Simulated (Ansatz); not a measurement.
Structure relaxation, Ge

The start is a generated cell, Ge placed in the trigonal-Se structure type. The structure is fully relaxed (lattice and positions, P = 0) with PBE (plane waves to 420 eV, PAW, scalar-relativistic; Ansatz, an electronic-structure program). The first steps use a coarse 6×6×5 k-mesh.

Initial structure:
```
CELL_PARAMETERS angstrom
      4.41551     0.00000     0.00000
     -2.20776     3.82395     0.00000
      0.00000     0.00000     5.00955
ATOMIC_POSITIONS crystal
  Ge 0.22540 0.00000 0.83333
  Ge 0.00000 0.22540 0.16667
  Ge 0.77460 0.77460 0.50000
```

Task: Which atoms feel the largest initial force, and how large is it?

Result: About 1.7 eV/Å, on Ge1, Ge2, Ge3 (atoms numbered as listed).

Task: What symmetry does the relaxed structure have?

Result: The space group goes from P3₁21 (No. 152) to Pm-3m (No. 221); the end is simple cubic type, with 1 atom in the primitive cell.

Task: By how much does the energy per atom fall from start to end?

Result: 0.49 eV/atom.

Task: How does the volume change?

Result: -29.2 %, from 28.19 to 19.95 Å³/atom.

Task: How do the shortest distances between atoms change?

Result: The closest pairs of elements (up to four, under 3.6 Å), start → end: Ge–Ge 2.40 → 2.71 Å.

Task: Is the relaxed structure metallic? Give its gap.

Result: Zero (metallic).

Task: Give the final cell and atomic positions.

Result: 
```cif
data_Ge
_chemical_formula_sum 'Ge1'
_space_group_name_H-M_alt 'Pm-3m'
_space_group_IT_number 221
_space_group_name_Hall '-P 4 2 3'
_cell_length_a 2.71224
_cell_length_b 2.71224
_cell_length_c 2.71224
_cell_angle_alpha 90.000
_cell_angle_beta 90.000
_cell_angle_gamma 90.000
loop_
_atom_site_label
_atom_site_type_symbol
_atom_site_symmetry_multiplicity
_atom_site_Wyckoff_symbol
_atom_site_fract_x
_atom_site_fract_y
_atom_site_fract_z
_atom_site_occupancy
Ge1 Ge 1 a 0.00000 0.00000 0.00000 1
```

Final values are on a 17×17×17 k-mesh of the relaxed cell. No spin polarisation in the result.

The run could not lose the symmetry of its start: the end is stationary, and may be a saddle point rather than a minimum.

The relaxed structure here is a generated cell of Ge: the first start was made by placing the elements on the sites of a structure type, and the end was not matched to a known phase here, so it may be hypothetical. Known forms of Ge include space group No. 227.
